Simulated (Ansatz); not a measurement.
# La2YAl2, a known structure type with other elements, at an estimated volume

```
CELL_PARAMETERS angstrom
4.56218 0.00000 0.00000
-2.28109 3.95097 0.00000
0.00000 0.00000 7.26802
ATOMIC_POSITIONS crystal
Y 0.00000 0.00000 0.00000
La 0.33330 0.66670 0.25730
La 0.66670 0.33330 0.74270
Al 0.33330 0.66670 0.64200
Al 0.66670 0.33330 0.35800
```

Single point in Ansatz 0.2.0 with PBEsol, no spin polarisation. Cutoff 420 eV, PAW datasets, 9×9×5 Γ-centred k mesh, fermi-dirac filling (width 0.1 eV).

What is the formation energy?

0.62 eV an atom against the elements' usual phases (free molecules for gases, crystals otherwise, with no correction for O₂ or N₂), so at this geometry it isn't bound against them. Relaxing would lower it.

Which element gives electrons and which takes them?

Bader charges in e: La -0.01, Y +0.67, Al -0.32. In the mean Y gives up most and Al takes most.

Where is the largest force?

The largest is on La3 (and as large on other atoms): 1.33 eV/Å, components (0.00, 0.00, 1.33). It makes 106° with the line to a nearest neighbour, Al4 at 2.73 Å.

What does the stress say?

The pressure is 10.2 GPa (compression positive), so with the atoms held at these fractions the cell would first expand; the forces are large, so a full relaxation may end otherwise. The principal stresses 5.7, 12.4, 12.4 GPa differ, so its shape would change too.

Metal or insulator?

It is a metal, with about 4 states/eV a cell as the mean within 0.25 eV of the Fermi level, mostly La d (43 %), Y d (24 %) and Al p (17 %).

Origin: a known structure type with other elements, at an estimated volume, so it need not be a known compound. Caveats: f levels without a U or exact exchange are poorly placed.
